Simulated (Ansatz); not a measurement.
Relaxation of a randomly generated symmetric cell of VSi2 (space group No. 225); 9 atoms in the cell, which starts as Fm-3m (No. 225), cF36; a = b = c = 7.996 Å, α = β = γ = 90.00°. These are r2SCAN (plane waves to 500 eV, PAW, scalar-relativistic; Ansatz, an electronic-structure program) values and carry that method's errors. Γ-centred k-mesh 5×5×5 on the run's cell (coarser than for final values), Fermi–Dirac smearing 0.05 eV. This is the first round of the run. Spin-polarised start, with parallel moments on V.

The optimiser's lines from the output (shortened; P is positive under compression):

```
relax step   1: F+E_penalty+E_count = -12573.66208269 eV  Δ(F+E_penalty+E_count) = +0.000e0 eV  max|allowed force component| = 1.028e-18 eV/Å  Δτ_max = 0.0000 Å  P = +50.363 GPa  Ω = 127.788 Å³  (22 SCF iters, dr2 threshold 1.00e-7 eV, accepted)
relax step   2: F+E_penalty+E_count = -12578.07822484 eV  Δ(F+E_penalty+E_count) = -4.416e0 eV  max|allowed force component| = 1.670e-17 eV/Å  Δτ_max = 0.0000 Å  P = +24.188 GPa  Ω = 147.403 Å³  (17 SCF iters, dr2 threshold 9.00e-7 eV, accepted)
relax step   3: F+E_penalty+E_count = -12580.05410930 eV  Δ(F+E_penalty+E_count) = -1.976e0 eV  max|allowed force component| = 1.041e-17 eV/Å  Δτ_max = 0.0000 Å  P = +6.959 GPa  Ω = 168.929 Å³  (18 SCF iters, dr2 threshold 9.00e-7 eV, accepted)
relax step   4: F+E_penalty+E_count = -12580.31987950 eV  Δ(F+E_penalty+E_count) = -2.658e-1 eV  max|allowed force component| = 1.067e-17 eV/Å  Δτ_max = 0.0000 Å  P = +1.406 GPa  Ω = 179.498 Å³  (17 SCF iters, dr2 threshold 9.00e-7 eV, accepted)
relax step   5: F+E_penalty+E_count = -12580.33307942 eV  Δ(F+E_penalty+E_count) = -1.320e-2 eV  max|allowed force component| = 9.766e-18 eV/Å  Δτ_max = 0.0000 Å  P = -0.008 GPa  Ω = 182.709 Å³  (14 SCF iters, dr2 threshold 9.00e-7 eV, accepted)
relax step   6: F+E_penalty+E_count = -12580.35616817 eV  Δ(F+E_penalty+E_count) = -2.309e-2 eV  max|allowed force component| = 1.092e-17 eV/Å  Δτ_max = 0.0000 Å  P = +0.069 GPa  Ω = 182.709 Å³  stress off target by 6.93e-2 GPa  SCF on the basis re-selected at this cell (its energy is not comparable with the rows above)  (24 SCF iters)
relax step   7: F+E_penalty+E_count = -12580.35617691 eV  Δ(F+E_penalty+E_count) = -8.743e-6 eV  max|allowed force component| = 1.169e-17 eV/Å  Δτ_max = 0.0000 Å  P = +0.002 GPa  Ω = 182.869 Å³  (16 SCF iters, dr2 threshold 1.20e-8 eV, accepted)
relax step   8: F+E_penalty+E_count = -12580.35620272 eV  Δ(F+E_penalty+E_count) = -2.581e-5 eV  max|allowed force component| = 8.095e-18 eV/Å  Δτ_max = 0.0000 Å  P = +0.002 GPa  Ω = 182.869 Å³  stress off target by 2.23e-3 GPa  SCF on the basis re-selected at this cell (its energy is not comparable with the rows above)  (13 SCF iters)
```

From the first to the last row the energy changes by -0.74 eV/atom and the volume by +43.1 %. The last row is marked as not comparable with the walk above it, whose basis was carried along; it does compare with step 1, since both stand on a basis selected at the nominal cutoff for their own cell.

Later rounds, restarted from the end of this one on a renewed k-mesh, logged 2 more steps and released under 0.01 eV/atom more. The final structure after all rounds: Fm-3m (No. 225), cF36; a = b = c = 9.0102 Å, α = β = γ = 90.00°. Between re-selections the logged energies stand on a plane-wave basis carried along with the cell. Spin state reached: ferrimagnetic (net 0.32 μB/atom), from parallel starting moments; other spin orders were not run from this start. The program's look for a lower electronic state was skipped, cut short or left open in this run.

The run could not lose the symmetry of its start: the end is stationary, and may be a saddle point rather than a minimum.

All atoms sit on sites fixed by symmetry, so only the cell could relax.

The relaxed structure here is a generated cell of VSi2: the first start was made by a random draw of sites in a space group, and the end was not matched to a known phase here, so it may be hypothetical.
